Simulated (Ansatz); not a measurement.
CaTiHO2:
```yaml
crystal:
  lattice:
    - [3.92870, 0.00000, 0.00000]
    - [0.00000, 3.92870, 0.00000]
    - [0.00000, 0.00000, 7.12372]
  atoms:
    - { symbol: Ca, position: [0.50000, 0.50000, 0.25000] }
    - { symbol: Ti, position: [0.00000, 0.00000, 0.00000] }
    - { symbol: O, position: [0.50000, 0.00000, 0.00000] }
    - { symbol: O, position: [0.00000, 0.50000, 0.00000] }
    - { symbol: H, position: [0.00000, 0.00000, 0.25000] }
    - { symbol: Ca, position: [0.50000, 0.50000, 0.75000] }
    - { symbol: Ti, position: [0.00000, 0.00000, 0.50000] }
    - { symbol: O, position: [0.50000, 0.00000, 0.50000] }
    - { symbol: O, position: [0.00000, 0.50000, 0.50000] }
    - { symbol: H, position: [0.00000, 0.00000, 0.75000] }
```
The run is spin-polarised; directions of the spins, atom by atom: 0 ↑ 0 0 0 0 ↓ 0 0 0.

Relaxed with r²SCAN. Special points in fractions of this cell's reciprocal vectors: Γ (0.000, 0.000, 0.000); X (0.000, 0.500, 0.000); M (0.500, 0.500, 0.000); Z (0.000, 0.000, 0.500); R (0.000, 0.500, 0.500); A (0.500, 0.500, 0.500).

List the band energies nearest the Fermi level at these points for r²SCAN (plane waves, PAW; program Ansatz).

In eV from the Fermi level; about four levels below and three above (degenerate sets whole), none deeper than 8.9 eV; points with the same levels are listed once.

```tsv
k	below	above
Γ ↑	-2.74 -0.85 -0.85 -0.17	0.48 0.75 0.75
X ↑	-5.16 -4.93 -3.30 -1.19	0.80 1.09 1.16
M ↑	-5.80 -5.80 -5.23 -3.67 -3.49	1.20 1.20 1.55
Z ↑	-4.07 -4.07 -0.76 -0.76 -0.11	0.38 0.62 0.62
R ↑	-5.04 -4.67 -4.58 -0.93	0.27 1.11 1.72
A ↑	-6.01 -6.01 -3.60 -3.56	1.19 1.19 2.29
```

Space group P4/mmm. The start of the workflow was typed in or built on a structure type; neither database checked (COD, Materials Project) lists it. Whether it is the stable phase at ambient conditions was not checked. The cell keeps a stress of up to 0.2 GPa. The cell was relaxed with r²SCAN under the symmetry of its start, as lowered by the spin order; whether a distortion lowers the energy is not shown. Spin order of the final state: antiferromagnetic, chosen from 4 collinear starts compared on coarse meshes (ties went to the first, and starts can fall back to one state), not a proven ground state. Other orbital occupations within this spin state were not tried. No Hubbard U is applied. The compound may be a true metal, but semilocal functionals without U, or a wrong spin order, can also close a gap. Point labels and valley counts follow the cell and symmetry of the run, lower than the named group.

Potentials: the earlier of the program's two PAW sets.
